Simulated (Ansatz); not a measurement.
SnGe in space group P4_2/mmc (No. 131; Sn on 2c, Ge on 2e) at seven volumes, DFT-PBE in the program Ansatz with PAW potentials, shape and atoms relaxed at each. One row is withheld.

```tsv
V (Å³/atom)	P (GPa)
27.472	3.83
28.378	2.30
29.283	1.10
30.189	0.00
31.095	-0.90
32.000	?
32.906	-2.24
```

Question: Fit the shown pressures and predict the withheld one.

Answer: P = (3/2)B₀(x^(7/2) − x^(5/2))[1 + (3/4)(B′ − 4)(x − 1)] with x = (V₀/V)^(2/3). Least squares on the six rows gives V₀ = 30.195 Å³/atom, B₀ = 32.2 GPa, B′ = 4.85. At V = 32.000, x = 0.9620 and P = -1.62 GPa. The run itself gave -1.66 GPa.

A made-up cell: these elements were put on the sites of a structure type; neither database checked (COD, Materials Project) lists it. Its standing as an ambient phase is unchecked. The PBE relaxation kept the symmetry of its start; whether a distortion lowers the energy is not shown. Scalar-relativistic: spin–orbit coupling is off unless named, which matters more the heavier the elements.

Potentials: the later of the program's two PAW sets.
